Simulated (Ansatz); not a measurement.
Cd3As2:
```yaml
crystal:
  lattice:
    - [6.33243, 0.00000, 0.00000]
    - [0.00000, 6.33243, 0.00000]
    - [0.00000, 0.00000, 6.33243]
  atoms:
    - { symbol: Cd, position: [0.50000, 0.00000, 0.50000] }
    - { symbol: Cd, position: [0.50000, 0.00000, 0.00000] }
    - { symbol: Cd, position: [0.50000, 0.50000, 0.00000] }
    - { symbol: Cd, position: [0.00000, 0.50000, 0.00000] }
    - { symbol: Cd, position: [0.00000, 0.50000, 0.50000] }
    - { symbol: Cd, position: [0.00000, 0.00000, 0.50000] }
    - { symbol: As, position: [0.25000, 0.75000, 0.75000] }
    - { symbol: As, position: [0.75000, 0.75000, 0.25000] }
    - { symbol: As, position: [0.75000, 0.25000, 0.75000] }
    - { symbol: As, position: [0.25000, 0.25000, 0.25000] }
```

Relaxed with PBEsol. Special points in fractions of this cell's reciprocal vectors: Γ (0.000, 0.000, 0.000); X (0.000, 0.500, 0.000); M (0.500, 0.500, 0.000); R (0.500, 0.500, 0.500).

Q: List the band energies nearest the Fermi level at these points for PBEsol with spin–orbit coupling in the plane-wave PAW code Ansatz.

A: In eV from the Fermi level; about four levels below and three above (degenerate sets whole), none deeper than 8.9 eV; points with the same levels are listed once.

```tsv
k	below	above
Γ	-0.41 -0.41 -0.41 -0.41	0.03 0.03 0.27 0.27 0.27 0.27
X	-0.91 -0.91 -0.91 -0.91	1.24 1.24 1.24 1.24
M	-0.42 -0.42 -0.42 -0.42	0.91 0.91 0.91 0.91
R	-0.17 -0.17 -0.17 -0.17	3.10 3.10 3.26 3.26 3.26 3.26
```

Space group Pn-3m. The first step of the workflow began from a Materials Project structure, measured or hypothetical; the Crystallography Open Database copy checked does not list it. COD files the formula under space group No. 142, so this cell is another polymorph or a model. Its standing as an ambient phase is unchecked. The PBEsol relaxation kept the symmetry of its start; of distortions, only those at the zone centre were tested, and some modes there are weakly imaginary.

Potentials: the later of the program's two PAW sets.
